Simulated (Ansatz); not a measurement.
Equation of state of Si₂W from a dense series

```xyz
3
Lattice="-1.6060 1.6060 3.9400 1.6060 -1.6060 3.9400 1.6060 1.6060 -3.9400" Properties=species:S:1:pos:R:3 pbc="T T T"
Si    0.0000    0.0000    2.6240
Si    0.0000    0.0000    5.2560
W     0.0000    0.0000    0.0000
```

Atom numbers follow the list: Si1, Si2, W3.

The geometry is COD entry 1010283, unchecked; take it as a test cell. It differs from other determinations.

Spin–orbit coupling is left out, though it moves levels of the heavy atoms by tenths of an eV or more.

The calculation used DFT, PBEsol, all-electron LAPW, scalar-relativistic (Ansatz 0.2.0).

Sampling and basis: a Γ-centred 18×18×18 k mesh, Fermi–Dirac smearing of 0.03 eV, basis error target 0.5 meV/atom, no spin polarisation.

The cell is scaled evenly. Fractional coordinates are held (clamped ions).

```
V (Å³/atom)  P (GPa)
     12.737    12.00
     13.279     1.07
     13.414    -1.31
     13.550    -3.56
     13.685    -5.70
     13.821    -7.72
     14.092   -11.43
     14.363   -14.77
```

Q: Fit a third-order Birch–Murnaghan curve to the pressures.

A: P = (3B0/2)(y^(7/2) − y^(5/2))[1 + (3/4)(B0′ − 4)(y − 1)] with y = (V0/V)^(2/3) fits within 0.01 GPa for V0 = 13.338 Å³/atom, B0 = 234.8 GPa and B0′ = 4.39.

Q: Predict the pressure at the withheld volume, 13.008 Å³/atom.

A: There y = 1.0169, so the fit gives 6.23 GPa; the run gave 6.24 GPa.
